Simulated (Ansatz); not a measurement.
## Phase order of Ag along its cold isotherm

All-electron LAPW in Ansatz 0.2.0 under LDA, scalar-relativistic, energies extrapolated to zero smearing. Each structure type was compressed from its own relaxed volume, symmetry kept and shape relaxed on PAW files, and E(V) was fitted to energies and pressures; H = E + pV has no temperature or zero-point term. Only these types were tried: fcc (Fm-3m, 18×18×18 mesh, 16.02 Å³/atom at rest); bcc (Im-3m, 17×17×17 mesh, 16.11 Å³/atom at rest); diamond (Fd-3m, 13×13×13 mesh, 26.07 Å³/atom at rest); sc (Pm-3m, 16×16×16 mesh, 18.54 Å³/atom at rest). Spin polarisation is left out. Spin–orbit coupling is left out; Fermi–Dirac smearing is 0.05 to 0.1 eV. Enthalpies carry a few meV/atom of noise from meshes and fits.

**Question.** Which type is lowest at zero pressure, and what follows up to 530 GPa?

**Answer.** Among the types tried, fcc is lowest at zero pressure and stays so up to 530 GPa. Enthalpies against fcc:

```csv
p (GPa),fcc (meV/atom),bcc (meV/atom),diamond (meV/atom),sc (meV/atom)
0,0,38,1064,416
16,0,44,1884,632
42,0,51,2872,908
79,0,60,3991,1229
160,0,75,5929,1793
260,0,88,7853,2359
400,0,99,10094,3018
500,0,105,11493,3429
```
